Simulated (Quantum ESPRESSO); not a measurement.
# Band energies of LiBr at -2 % biaxial strain

```
CELL_PARAMETERS angstrom
      4.05200     0.00000     0.00000
     -2.02600     3.50913     0.00000
      0.00000     0.00000     6.75186
ATOMIC_POSITIONS crystal
  Li 0.66667 0.33333 0.87342
  Li 0.33333 0.66667 0.37342
  Br 0.66667 0.33333 0.50158
  Br 0.33333 0.66667 0.00158
```

PBEsol (pw.x of Quantum ESPRESSO, ONCV potentials, no spin-orbit coupling); path ΓMKΓALHA,LM,KH; energies in eV from the valence-band maximum.

```
k (1/Å)  point  band 6  band 7  band 8  band 9  band 10  band 11  band 12  band 13
-------  -----  ------  ------  ------  ------  -------  -------  -------  -------
0.00         Γ   -0.33   -0.33   -0.10    0.00     0.00     4.89     6.91     8.75
0.45             -1.30   -0.98   -0.67   -0.29    -0.18     6.08     7.62     8.09
0.90         M   -1.68   -1.33   -0.94   -0.72    -0.36     6.62     6.80     7.75
1.02             -1.65   -1.31   -1.01   -0.74    -0.46     6.66     7.01     7.76
1.41         K   -1.43   -1.43   -1.16   -0.97    -0.97     6.40     8.73     9.00
1.62             -1.61   -1.27   -1.19   -0.89    -0.72     6.61     7.97     8.59
2.14             -0.81   -0.73   -0.41   -0.19    -0.13     5.62     7.63     8.56
2.45         Γ   -0.33   -0.33   -0.10    0.00     0.00     4.89     6.91     8.75
2.56             -0.32   -0.32   -0.22   -0.01    -0.01     5.02     6.88     8.74
2.91         A   -1.37   -0.17   -0.17   -0.17    -0.17     6.24     6.24     8.94
3.11             -1.38   -0.37   -0.37   -0.24    -0.24     6.44     6.44     8.56
3.61             -1.97   -0.77   -0.77   -0.62    -0.62     6.29     6.29     8.60
3.81         L   -2.11   -0.75   -0.75   -0.67    -0.67     6.18     6.18     8.54
4.12             -1.94   -1.24   -1.24   -0.58    -0.58     6.86     6.86     8.44
4.32         H   -1.72   -1.60   -1.60   -0.56    -0.56     7.45     7.45     7.79
4.51             -1.85   -1.33   -1.33   -0.58    -0.58     7.08     7.08     8.26
4.98             -1.46   -0.67   -0.67   -0.40    -0.40     6.70     6.70     8.43
5.36         A   -1.37   -0.17   -0.17   -0.17    -0.17     6.24     6.24     8.94
5.36         L   -2.11   -0.75   -0.75   -0.67    -0.67     6.18     6.18     8.54
5.82         M   -1.68   -1.33   -0.94   -0.72    -0.36     6.62     6.80     7.75
5.82         K   -1.43   -1.43   -1.16   -0.97    -0.97     6.40     8.73     9.00
6.29         H   -1.72   -1.60   -1.60   -0.56    -0.56     7.45     7.45     7.79
```

The PBEsol gap is direct, 4.89 eV at Γ.

Spin-orbit splittings are left out.

Geometry strained from the cell relaxed with PBEsol, atoms relaxed again.

This is not the ordinary phase of the substance; no match was found in the copy of COD used, and its stability was not checked.
